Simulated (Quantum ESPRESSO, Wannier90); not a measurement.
**SrClF (P4/nmm), plane waves to Wannier functions**

```
begin unit_cell_cart
ang
    4.1296300000    0.0000000000    0.0000000000
    0.0000000000    4.1296300000    0.0000000000
    0.0000000000    0.0000000000    6.9766100000
end unit_cell_cart
begin atoms_frac
Sr   0.0000000000  0.5000000000 -0.2005000000
Sr   0.5000000000  0.0000000000  0.2005000000
Cl   0.5000000000  0.0000000000 -0.3551000000
Cl   0.0000000000  0.5000000000  0.3551000000
F    0.5000000000  0.5000000000  0.0000000000
F    0.0000000000  0.0000000000  0.0000000000
end atoms_frac
```

Materials Project entry mp-22957; symmetrised, unrelaxed at this level. COD (Crystallography Open Database) has an entry of this formula and space group (matched by these alone). Level: PBEsol, no spin polarisation, no spin-orbit coupling; pw.x of Quantum ESPRESSO at 68 Ry with PseudoDojo potentials, 4×4×4 k-points, Wannier90. Density: 8×8×6 mesh, cold smearing 0.01 Ry.

Bands 11-12 form an isolated set from -12.42 to -12.07 eV relative to the valence-band maximum (on the path) and are turned into 2 Wannier functions by minimising the spread from the start: atomic waves Cl 3s.

**Question.** Where do the functions sit, how wide are they and what are they made of?

**Answer.** 
```json
[
 {"functions": "2", "spread (Å²)": "1.94", "nearest atom, distance (Å)": "Cl 0.03", "second atom, distance (Å)": "Sr 3.10", "weight on atomic waves": "Cl 3s 85 %, Sr 4p 11 %"}
]
```

Ω_I = 3.87 Å², Ω_total = 3.88 Å²; the interpolated bands follow pw.x to 0.5 meV rms on the path. Only this start was tried; a symmetric start can stop on a saddle, and mixtures of these functions could lower the total by at most Ω_total − Ω_I.
